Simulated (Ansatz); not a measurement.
## CoO under pressure: fit and missing row

CoO, R-3m, a = 3.073 Å, c = 7.421 Å. This is the compound's rock-salt structure, slightly distorted along a body diagonal. Ansatz: PBE+U, PAW, 420 eV, Γ-centred 12×12×12 mesh on 2 atoms, Gaussian smearing 0.02 eV; U_eff Co 3.32 eV; collinear spin, largest moment 2.6 μB. Cell and atoms are relaxed at each pressure, and no other structure is tried, so the rows at high pressure may lie past a change of phase.

| V (Å³/atom) | P (GPa) |
| --- | --- |
| 8.136 | 59.96 |
| 8.866 | 30.03 |
| 9.387 | 15.02 |
| ? | 8.00 |
| 9.948 | 3.00 |
| 10.118 | 0.03 |
| 10.312 | -3.05 |

Problem. Take V0 = 10.118 Å³/atom, count pressures from its P0 = 0.03 GPa, fit the third-order Birch–Murnaghan form to the other rows, and predict the missing volume.

Solution. With the Eulerian strain f = ½[(V0/V)^(2/3) − 1] and y = (P − P0)/[3f(1 + 2f)^(5/2)], the form is the line y = B0 + 1.5 B0 (B0′ − 4) f. Rows (f, y): 0.07822, 177.6; 0.04603, 174.3; 0.02563, 172.1; 0.00568, 169.4; -0.00629, 168.5. Means f = 0.02985, y = 172.38; Σ(Δf)² = 0.004510, ΣΔfΔy = 0.4970; the slope is their ratio. y = 169.1 + 110.2 f GPa, so B0 = 169.1 GPa and B0′ = 4 + 2 × (110.2)/(3 × 169.1) = 4.43. P = 8.00 GPa is met at f = 0.01449 (y = 170.70), so V = V0 (1 + 2f)^(−3/2) = 9.694 Å³/atom. The run gave 9.694 Å³/atom, the same to the digits shown.

The state reached may not be the lowest one. The cell holds one magnetic atom, so it can only be ferromagnetic; an antiferromagnetic order may lie lower.